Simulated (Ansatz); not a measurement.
**Elastic constants of ZnS (F-43m), step by step**

```xyz
2
Lattice="0.0000 2.6485 2.6485 2.6485 0.0000 2.6485 2.6485 2.6485 0.0000" Properties=species:S:1:pos:R:3 pbc="T T T"
Zn    3.9727    3.9727    3.9727
S     0.0000    0.0000    0.0000
```

Conventional cell: a = 5.297 Å, b = 5.297 Å, c = 5.297 Å, α = 90.00°, β = 90.00°, γ = 90.00°. Zn (atom 1) is surrounded by 4 S at 2.29 Å. Around S (atom 2) lie 4 Zn at 2.29 Å.

Unless marked otherwise, the numbers come from LDA, all-electron LAPW in Ansatz 0.2.0, scalar-relativistic. k mesh 8×8×8, fixed occupations, basis error target 1 meV/atom. The cell was relaxed by PAW under this functional, which moved its volume by -6 % from the database entry's.

The cell is cubic and carries a residual pressure of 0.01 GPa at this level. Each strain component that symmetry leaves independent is applied at ±0.008, the ions relax wherever a strain frees them, and the stress (tension positive, GPa) is read. Shears are engineering strains, γ = 2ε.

```
strain    size      σxx      σyy      σzz      σyz     σxz     σxy
    xx  -0.008  -0.9495  -0.5921  -0.5921   0.0000  0.0000  0.0000
    xx  +0.008   0.9210   0.5500   0.5500   0.0000  0.0000  0.0000
    yz  -0.008  -0.0049  -0.0062  -0.0062  -0.4169  0.0000  0.0000
    yz  +0.008  -0.0049  -0.0062  -0.0062   0.4169  0.0000  0.0000
```

A central difference gives one constant, for example C11 ≈ (0.9210 − (-0.9495))/(0.016) = 116.9 GPa; the program then imposes the crystal's symmetry on the whole matrix.

(1) What are the independent elastic constants?

(2) Do they meet the Born conditions?

(3) What moduli does a random aggregate of grains have?

(4) With the density of 4.355 g/cm³, how fast does sound travel, and what Debye temperature follows?

(5) How far do the constants move if PAW replaces LAPW in the same cell?

(6) How do the constants change if the ions are clamped to the homogeneous strain?

(7) What happens at 5 GPa (cell relaxed there)?

## Answers

(1) C11 = 116.9, C12 = 71.4, C44 = 52.1 GPa.

(2) C11 − C12 = 45.5, C11 + 2C12 = 259.7 and C44 = 52.1 GPa must all be positive, so the crystal is elastically stable; that says nothing yet of its phonons.

(3) B = (C11 + 2C12)/3 = 86.6 GPa. G_V = (C11 − C12 + 3C44)/5 = 40.4 and G_R = 5(C11 − C12)C44/(4C44 + 3(C11 − C12)) = 34.4, so G_H = 37.4 GPa. Then E = 9BG/(3B + G) = 98.0 GPa, ν = (3B − 2G)/(6B + 2G) = 0.311 and B/G = 2.32, on the ductile side of Pugh's 1.75 (a rule of thumb, made for metals; it doesn't predict ductility here).

(4) 

```
direction  slow (m/s)  middle (m/s)  fast (m/s)
    [100]        3459          3459        5181
    [110]        2286          3459        5795
    [111]        2734          2734        5986
```

The mean of v⁻³ over directions and branches gives v_m = 3240 m/s and θ_D = (ħ/k_B) v_m (6π²n)^(1/3) = 364 K, n being atoms per volume. Young's modulus spans 63 to 130 GPa over directions, and the universal anisotropy index is 0.87.

(5) 

```json
{"constant": "C11", "LAPW (GPa)": "116.9", "PAW (GPa)": "116.7", "difference": "-0.2"}
{"constant": "C12", "LAPW (GPa)": "71.4", "PAW (GPa)": "71.4", "difference": "0.0"}
{"constant": "C44", "LAPW (GPa)": "52.1", "PAW (GPa)": "52.1", "difference": "0.0"}
```

(6) Clamped values, with the change against relaxed ions: C11 = 116.9 (+0.0), C12 = 71.4 (+0.0), C44 = 81.2 (+29.1) GPa.

(7) The volume falls to 0.9497 of its value, and C11 = 136.7, C12 = 94.0, C44 = 52.0 GPa (slopes of the stress), in this structure whether or not another phase takes over.

Caveats: constants at zero field, no piezoelectric stiffening; the frozen-core PAW files of the compared runs were fitted under PBE, their cores solved anew for this functional.
